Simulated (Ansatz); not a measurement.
Property card for In$_{4}$SbAs$_{3}$

Method: DFT PBE, scalar-relativistic, plane waves, PAW in Ansatz 0.2.0.

Cutoff 420 eV; k points 8×8×8 on the computed 8-atom cell (Γ-centred); Gaussian smearing, width 0.10 eV; no spin polarisation.

The structure is relaxed at this level of theory with its symmetry kept, and needn't be the ground state of this composition.

```cif
data_structure
_symmetry_space_group_name_H-M 'P 1'
_symmetry_Int_Tables_number 1
_cell_length_a 7.7090
_cell_length_b 7.7090
_cell_length_c 7.7090
_cell_angle_alpha 131.755
_cell_angle_beta 131.755
_cell_angle_gamma 70.617
_cell_volume 249.78
loop_
_atom_site_label
_atom_site_type_symbol
_atom_site_fract_x
_atom_site_fract_y
_atom_site_fract_z
_atom_site_occupancy
In1 In 0.86821 0.38985 0.00000 1
In2 In 0.38985 0.86821 0.00000 1
In3 In 0.13179 0.13179 0.52165 1
In4 In 0.61015 0.61015 0.47835 1
Sb1 Sb 0.00000 0.00000 0.00000 1
As1 As 0.75000 0.25000 0.50000 1
As2 As 0.25000 0.75000 0.50000 1
As3 As 0.50000 0.50000 0.00000 1
```

Problem. Formation energy from the elements' standard states (uncorrected)?

Solution. -0.203 eV/atom.

Problem. Kohn–Sham band gap?

Solution. zero, with almost no states at the Fermi level.

Problem. Density of states at the Fermi level?

Solution. 0.0 states/eV per cell.

Problem. Orbital (Löwdin) character within 0.5 eV of the Fermi level?

Solution. As 4p 57 %, Sb 5p 24 %, In 5p 16 %.

Problem. Bader charge by site (e)?

Solution. In (4 in the cell) 0.66, Sb (1 in the cell) -0.48, As (2 in the cell) -0.72, As (1 in the cell) -0.73.

Spin-orbit coupling is left out, which matters for the bands of heavy elements.

The cell was found from a structure generator's guess, not taken from experiment. Löwdin shares on free-atom orbitals overweight diffuse shells.
